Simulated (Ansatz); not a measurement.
## ¹⁴N nuclear quadrupole resonance in Si₃N₄

Cell: a COD entry, atoms as given.

Space group I-43d (No. 220); a = 6.4747 Å.

```
site  Wyckoff  site symmetry       x       y       z
  Si      12b           -4..  0.3750  0.5000  0.7500
   N      16c            .3.  0.2814  0.2814  0.2814
```

One atom of each set is listed; the run and its k-mesh use a cell of 14 atoms with edges of 5.61, 5.61, 5.61 Å.

Computed with Ansatz: DFT, PBE, plane waves and PAW, scalar-relativistic, 420 eV cutoff, Γ-centred 6×6×6 k-points, Fermi–Dirac smearing 0.02 eV.

¹⁴N: I = 1, Q = 20.44 mb (year-2017 value). Static lattice, zero field.

Question: The simulated lines lie at 2.14 MHz. What are |C_Q|, η and |V_zz| at N?

Answer: For I = 1 the lines are ν± = (3/4)|C_Q|(1 ± η/3) and ν₀ = |C_Q|η/2. Here |C_Q| = 2.85 MHz, η = 0.00 and |V_zz| = 5.77 × 10²¹ V/m². The calculation gives V_zz negative; the lines don't show the sign. The site has 3 Si at 1.75 Å.

An axis of threefold or higher order runs through N, so V_zz lies along it and η is zero.
